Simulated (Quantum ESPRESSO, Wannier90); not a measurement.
## Wannierisation of InP (zinc blende)

```
begin unit_cell_cart
ang
    0.0000000000    2.9519750000    2.9519750000
    2.9519750000    0.0000000000    2.9519750000
    2.9519750000    2.9519750000    0.0000000000
end unit_cell_cart
begin atoms_frac
In   0.0000000000  0.0000000000  0.0000000000
P   -0.2500000000 -0.2500000000 -0.2500000000
end atoms_frac
```

Materials Project entry mp-20351; symmetrised, unrelaxed at this level. COD (Crystallography Open Database) has an entry of this formula and space group (matched by these alone). Level: PBEsol, spinors with spin-orbit coupling; pw.x of Quantum ESPRESSO at 56 Ry with PseudoDojo potentials, 8×8×8 k-points, Wannier90. Density: 10×10×10 mesh, Gaussian smearing 0.01 Ry.

A tight-binding model is made by disentanglement and projection with no localisation steps (num_iter = 0), so the 16 orbitals stay atom-like: hydrogen-like In: s;p; P: s;p, axes along x, y, z; frozen window up to 1.96 eV relative to the valence-band maximum. It follows pw.x to 3.8 meV rms for states up to 1.5 eV relative to the valence-band maximum. Matrix elements depend on this choice of orbitals and windows.

Task: What are the on-site energies relative to the valence-band maximum, and how fast do the hoppings decay?

Result: 
| atom | orbitals | energy (eV) |
|---|---|---|
| In1 | s↑ s↓ | -1.77 |
| In1 | pz↑ pz↓ px↑ px↓ py↑ py↓ | 3.72 |
| P2 | s↑ s↓ | -7.40 |
| P2 | pz↑ pz↓ px↑ px↓ py↑ py↓ | 0.52 |

```tsv
distance of the centres (Å)	largest modulus (eV)
2–3	1.3
4–5	0.46
5–6	0.024
6–7	0.061
7–8	0.017
8–9	0.015
9–10	0.0081
10–11	0.0051
11–12	0.0034
12–13	0.0050
```

Effective spin-orbit constants λ of λ L·S, from the same-site elements px↑–py↑ (λ/2) and dx2-y2↑–dxy↑ (λ), where they are among the larger elements: In1 p 0.23 eV.
